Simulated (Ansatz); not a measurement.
# Trial inputs on Sn3Te

The reference input for Ansatz (plane-wave DFT with PAW):

```yaml
crystal:
  lattice:
    - [4.865622, 0.0, 0.0]
    - [0.0, 4.865622, 0.0]
    - [0.0, 0.0, 4.865622]
  atoms:
    - { symbol: Sn, position: [0.5, 0.5, 0.0] }
    - { symbol: Sn, position: [0.5, 0.0, 0.5] }
    - { symbol: Sn, position: [0.0, 0.5, 0.5] }
    - { symbol: Te, position: [0.0, 0.0, 0.0] }
basis:
  ecutwfc: 420
kpoints:
  mp_grid: { grid: [4, 4, 4] }
hamiltonian:
  xc: pbe
scf:
  occupations: { method: gaussian, width: 0.1 }
output:
  forces: true
  stress: true
  eigenvalues: true
```

Command:

```bash
ansatz run input.yaml --threads 1 --pin off --max-ram 1331MiB --backend cpu --events-out ev --progress --plain --runs-dir out
```

The run converges in 6 SCF iterations on 10 irreducible k-points: pressure -0.05 GPa, no gap.

Settings here are deliberately varied, not converged. Each trial's input is given as a difference from the reference's; energies are extrapolated to zero smearing where there is one, and pressure is positive in compression.

Trial 1:

```diff
 crystal:
+  symmetry: { tolerance: 0.01 }
-basis:
-  ecutwfc: 420
+basis: {}
 kpoints:
-  mp_grid: { grid: [4, 4, 4] }
+  mp_grid: { kspacing: 0.86 }
 hamiltonian:
+  pseudopotentials: { kind: nc }
 scf:
-  occupations: { method: gaussian, width: 0.1 }
+  occupations: { method: fermi_dirac, width: "600 K" }
+  lower_state_search: "off"
```

The run converges in 7 SCF iterations on 4 irreducible k-points: at 1120 eV, the cutoff that these potentials take when none is typed, pressure -0.90 GPa, no gap.

Trial 2 (origin moved):

```diff
 crystal:
   atoms:
-    - { symbol: Sn, position: [0.5, 0.5, 0.0] }
-    - { symbol: Sn, position: [0.5, 0.0, 0.5] }
-    - { symbol: Sn, position: [0.0, 0.5, 0.5] }
-    - { symbol: Te, position: [0.0, 0.0, 0.0] }
+    - { symbol: Sn, position: [1.172, 0.713, 0.34] }
+    - { symbol: Sn, position: [1.172, 0.213, 0.84] }
+    - { symbol: Sn, position: [0.672, 0.713, 0.84] }
+    - { symbol: Te, position: [0.672, 0.213, 0.34] }
```

The run converges in 6 SCF iterations on 10 irreducible k-points: the reference's energy to 0.01 meV per atom, pressure -0.05 GPa, no gap.

Trial 3:

```diff
 kpoints:
-  mp_grid: { grid: [4, 4, 4] }
+  mp_grid: { grid: [1, 1, 5], shift: [0.29, 0.37, 0.33] }
 scf:
-  occupations: { method: gaussian, width: 0.1 }
+  occupations: { method: fermi_dirac, width: 0.021 }
+  n_extra_bands: 12
+  max_iter: 300
```

The run converges in 8 SCF iterations on 5 irreducible k-points: energy 624 meV per atom below the reference, pressure -3.69 GPa, no gap. It warns that the mesh lowers the symmetry.

Trial 4:

```diff
 hamiltonian:
-  xc: pbe
+  xc: pbesol
 scf:
-  occupations: { method: gaussian, width: 0.1 }
+  occupations: { method: gaussian, width: 0.087 }
```

The run converges in 6 SCF iterations on 10 irreducible k-points: pressure -2.76 GPa, no gap.

Trial 5:

```diff
 kpoints:
-  mp_grid: { grid: [4, 4, 4] }
+  mp_grid: { grid: [2, 2, 2] }
 hamiltonian:
-  xc: pbe
+  xc: pbesol
 scf:
+  max_iter: 20
+relax:
+  adjacent_minimum: "off"
+  f_tol: 0.02
+  max_steps: 30
+  cell: { fix: [shape] }
```

The relaxation ends after 5 steps and 24 SCF iterations, 24.2 meV per atom in free energy under its start, at 26.82 Å³/atom: pressure -0.01 GPa, no gap.

Trial 6 (volume scaled):

```diff
 crystal:
   lattice:
-    - [4.865622, 0.0, 0.0]
-    - [0.0, 4.865622, 0.0]
-    - [0.0, 0.0, 4.865622]
+    - [4.9137996085, 0.0, 0.0]
+    - [0.0, 4.9137996085, 0.0]
+    - [0.0, 0.0, 4.9137996085]
 basis:
+  ecutrho_ratio: 6
```

The run converges in 6 SCF iterations on 10 irreducible k-points: energy 4.10 meV per atom above the reference, pressure -1.22 GPa, no gap.